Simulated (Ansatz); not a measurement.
Ga₂Cu in space group P4/mmm (No. 123; Ga on 2h, Cu on 1a) under volume change, the program Ansatz at the PBEsol level (PAW), shape and atoms relaxed at each volume.

```json
[
 {"V (Å³/atom)": "13.665", "E − E(relaxed) (meV/atom)": "43.3", "P (GPa)": "11.28"},
 {"V (Å³/atom)": "14.116", "E − E(relaxed) (meV/atom)": "18.0", "P (GPa)": "6.82"},
 {"V (Å³/atom)": "14.566", "E − E(relaxed) (meV/atom)": "4.2", "P (GPa)": "3.10"},
 {"V (Å³/atom)": "15.017", "E − E(relaxed) (meV/atom)": "0.0", "P (GPa)": "0.00"},
 {"V (Å³/atom)": "15.467", "E − E(relaxed) (meV/atom)": "3.7", "P (GPa)": "-2.58"},
 {"V (Å³/atom)": "15.917", "E − E(relaxed) (meV/atom)": "14.1", "P (GPa)": "-4.72"},
 {"V (Å³/atom)": "16.368", "E − E(relaxed) (meV/atom)": "29.9", "P (GPa)": "-6.47"}
]
```

### Question
What does a third-order Birch–Murnaghan fit give for V₀, B₀ and B′?

### Answer
V₀ = 15.02 Å³/atom, B₀ = 93.9 GPa, B′ = 5.1.

The workflow started from a Materials Project entry (that database holds measured and hypothetical structures alike); the Crystallography Open Database files this formula in space group No. 123, but the cells were not matched. Its standing as an ambient phase is unchecked. Symmetry was held in the PBEsol relaxation; of distortions, only those at the zone centre were tested. The run is not spin-polarised.

Potentials: the later of the program's two PAW sets.
